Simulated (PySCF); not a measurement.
PySCF single point, B3LYP/def2-SVP, density fitting, COSMO implicit ethanol (electrostatics alone), on arsenic trifluoride, AsF3 (SMILES F[As](F)F), charge 0, multiplicity 1.

```python
from pyscf import gto, scf, dft
mol = gto.M(atom='''
F     -1.215606    -0.641654    -0.471335
As     0.158111    -0.213965     0.471335
F      1.215606    -1.189611    -0.471296
F      0.474600     1.189611    -0.471267
''', basis='def2-SVP', charge=0, spin=0, verbose=3)
mf = dft.RKS(mol, xc='B3LYP')
mf = mf.density_fit()
mf = mf.PCM()
mf.with_solvent.method = 'COSMO'
mf.with_solvent.eps = 24.3
mf.max_cycle = 100
e = mf.kernel()
print('converged', mf.converged)
print('E_total', e)
print('nao', mol.nao)
print('HOMO', mf.mo_energy[mf.mo_occ > 0].max())
mf.dip_moment()
```

Output:

```

WARN: PCM is an experimental feature. It is still in testing.
Features and APIs may be changed in the future.

converged SCF energy = -2535.0029184909
converged True
E_total -2535.0029184908985
nao 74
HOMO -0.3410191801159663
Dipole moment(X, Y, Z, Debye): -0.00047, -0.00027,  3.42134
```

The total energy is -68980.94 eV, -0.24 eV from the same level's vacuum run.
